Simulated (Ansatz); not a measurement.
# Structure relaxation, Zr$_{3}$Si

The relaxed structure here is a generated cell of Zr3Si: the first start was made by placing the elements on the sites of a structure type, and the end was not matched to a known phase here, so it may be hypothetical.

The start is a generated cell, Zr3Si placed in the AFLOW prototype AB3_tP8_113_a_ce (D0_17, as in BaS3). Cell shape, volume and atoms are optimised at zero target pressure with r2SCAN (plane waves to 500 eV, PAW, scalar-relativistic; Ansatz, an electronic-structure program).

Ansatz input (later rounds restart from its end on a renewed k-mesh):
Ansatz 0.2 input:
```yaml
crystal:
  lattice:
    - [7.0915379, 0, 0]
    - [0, 7.0915379, 0]
    - [0, 0, 4.3018832]
  atoms:
    - { symbol: Si, position: [0, 0, 0] }
    - { symbol: Si, position: [0.5, 0.5, 0] }
    - { symbol: Zr, position: [0.5, 0, 0.206] }
    - { symbol: Zr, position: [0, 0.5, 0.794] }
    - { symbol: Zr, position: [0.3203, 0.1797, 0.476] }
    - { symbol: Zr, position: [0.1797, 0.6797, 0.524] }
    - { symbol: Zr, position: [0.8203, 0.3203, 0.524] }
    - { symbol: Zr, position: [0.6797, 0.8203, 0.476] }
basis: { ecutwfc: 500, ecutrho_ratio: 4, xc_grid: 4, fft_grid_basis: typed }
kpoints: { mp_grid: { grid: [5, 5, 8] } }
hamiltonian:
  xc: r2scan
  dispersion: none
  pseudopotentials: { kind: paw }
scf: { occupations: { method: fermi_dirac, width: 0.05 } }
relax: { f_tol: 0.01, max_steps: 100, cell: { stress_tol: 0.02 } }
output: { forces: true, stress: true }
```

**Question.** By how much does the energy per atom fall from start to end?

**Answer.** About 1.7 eV/atom.

**Question.** How does the volume change?

**Answer.** -26.3 %, from 27.04 to 19.94 Å³/atom.

**Question.** How do the shortest distances between atoms change?

**Answer.** The closest pairs of elements (up to four, under 3.6 Å), start → end: Zr–Zr 2.14 → 3.04 Å; Si–Zr 3.31 → 3.04 Å.

**Question.** Is the relaxed structure metallic? Give its gap.

**Answer.** Zero (metallic).

**Question.** Write out the relaxed structure.

**Answer.** 
Space group Pm-3m (No. 221); a = 4.3042 Å, b = 4.3042 Å, c = 4.3042 Å, α = 90.00°, β = 90.00°, γ = 90.00°

| atom | site | symmetry | x | y | z |
|---|---|---|---|---|---|
| Si | 1a | m-3m | 0.0000 | 0.0000 | 0.0000 |
| Zr | 3c | 4/mm.m | 0.0000 | 0.5000 | 0.5000 |

Final values are on a 11×11×11 k-mesh of the relaxed cell. The start holds a very short contact (Zr–Zr 2.14 Å). No spin polarisation in the result.

The run could not lose the symmetry of its start, so the end can be a saddle point.
